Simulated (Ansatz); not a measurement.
A geometry of Te away from equilibrium: the start of the relaxation of a relaxed Te cell shaken by Gaussian noise of σ = 0.08 Å a coordinate. Computed with PBE (plane waves to 420 eV, PAW, scalar-relativistic; Ansatz, a first-principles code). Γ-centred k-mesh 3×3×3 on the run's cell (coarser than for final values), Fermi–Dirac smearing 0.05 eV.

```xyz
8
Lattice="7.4635 0.0000 0.0000 0.0000 7.4635 0.0000 0.0000 0.0000 7.4635" Properties=species:S:1:pos:R:3 pbc="T T T"
Te     5.3270     5.4574     5.4055
Te     1.5967     5.9145     2.0018
Te     2.1192     1.6343     5.6815
Te     5.6678     2.0726     1.8290
Te     3.8203     3.9112     3.8293
Te     0.1230     7.2611     3.4831
Te     3.6549     0.2097     7.3298
Te     7.2517     3.5672     0.2602
```

Task: Which atoms carry the largest force, and which way does it point?

Result: 2.19 eV/Å, on Te2 (atoms numbered as listed); on Te2 its components are (1.21, -1.25, -1.34).

Task: What is the pressure?

Result: +0.5 GPa, compression positive.

Task: How far above the relaxed end point is this geometry?

Result: 0.27 eV/atom; the path ends in P4₃ (No. 78).

No spin polarisation in the result. Without a van der Waals term the distances between weakly bound units are poorly fixed.

The end of the path is a generated cell of Te: the first start was made by placing the elements on the sites of a structure type, and the end was not matched to a known phase here, so it may be hypothetical. Known forms of Te include space group No. 152.
